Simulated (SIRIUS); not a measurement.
**Parameter sweep on TiO2 (I4_1/amd, 6 atoms in the cell; from Materials Project mp-390)**

```yaml
crystal:
  lattice:
    - [-1.89127, 1.89127, 4.80751]
    - [1.89127, -1.89127, 4.80751]
    - [1.89127, 1.89127, -4.80751]
  atoms:
    - { symbol: Ti, position: [0.00000, 0.00000, 0.00000] }
    - { symbol: Ti, position: [0.75000, 0.25000, 0.50000] }
    - { symbol: O, position: [0.95715, 0.45715, 0.50000] }
    - { symbol: O, position: [0.20715, 0.20715, 0.00000] }
    - { symbol: O, position: [0.79285, 0.79285, 0.00000] }
    - { symbol: O, position: [0.54285, 0.04285, 0.50000] }
```

Base run A: LDA (PW92), GBRV LDA ultrasoft pseudopotentials run with SIRIUS, self-consistent single point.

Its settings: parameters.ngridk = 8 8 8; parameters.xc_functionals = [XC_LDA_X, XC_LDA_C_PW]; parameters.gk_cutoff = 6.325 1/bohr; parameters.pw_cutoff = 14.143 1/bohr; parameters.smearing = gaussian; parameters.smearing_width = 0.000734986 Ha; potentials = GBRV LDA ultrasoft pseudopotentials; parameters.electronic_structure_method = pseudopotential; parameters.num_bands = 29; parameters.num_mag_dims = 0; parameters.num_dft_iter = 100; parameters.energy_tol = 1e-07 Ha; parameters.density_tol = 1e-06; mixer.type = anderson; mixer.beta = 0.3; mixer.use_hartree = true.

The structure comes from a collection of computed structures, made at another level of theory; the collection holds predicted forms beside known ones.

ΔF is the free energy per atom less that of run A. 

A variant of run A gave: the free energy goes up by 32.8 meV/atom, the pressure goes from -7.71 to -15.02 GPa, the largest force goes from 0.152 to 0.352 eV/Å and the gap on the mesh goes from 2.078 to 1.988 eV.

Task: Name the change that produced these shifts.
A) volume scaled by 0.96
B) volume scaled by 1.04
C) volume scaled by 1.06
D) volume scaled by 0.94

Result: B, volume scaled by 1.04. That run gave: ΔF (meV/atom) 32.8; pressure (GPa) -15.02; largest force (eV/Å) 0.352; gap on the mesh (eV) 1.988.

The base and the other variants:

```tsv
change	ΔF (meV/atom)	pressure (GPa)	largest force (eV/Å)	gap on the mesh (eV)
base	0.00	-7.71	0.152	2.078
volume scaled by 0.94	-3.5	6.71	0.212	2.216
volume scaled by 0.96	-9.3	1.37	0.081	2.169
volume scaled by 0.98	-7.9	-3.42	0.040	2.123
volume scaled by 0.99	-4.7	-5.62	0.097	2.100
volume scaled by 1.01	6.2	-9.69	0.205	2.055
volume scaled by 1.02	13.8	-11.57	0.256	2.033
volume scaled by 1.06	56.4	-18.12	0.442	1.944
```
